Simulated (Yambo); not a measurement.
Material: WS2 (space group P6_3/mmc, No. 194); a = 3.154 Å, b = 3.154 Å, c = 12.138 Å, α = 90.00°, β = 90.00°, γ = 120.00° (6 atoms in the cell). Cell and atoms were relaxed with PBE+D3(BJ) from Materials Project entry mp-224, within its symmetry.

With norm-conserving PBE (Quantum ESPRESSO, 74 Ry, without SOC), the gap between the mesh's edge points (Γ → (0.167, 0.167, 0)) is 0.892 eV.

Question: Estimate the G0W0 gap between the same points from Yambo (6×6×1 Γ-centred k mesh, bands 3 to 92 and a 6 Ry block in the screening, 92 bands in G with the Bruneval-Gonze terminator, plasmon pole fitted at 27.2 eV).

Answer: The correction is 0.313 eV, giving 1.205 eV, 1.4 times the PBE value.  Convergence of the G0W0 settings was not tested. Spin-orbit coupling is left out, which matters for elements this heavy: edges can move by tenths of an eV.
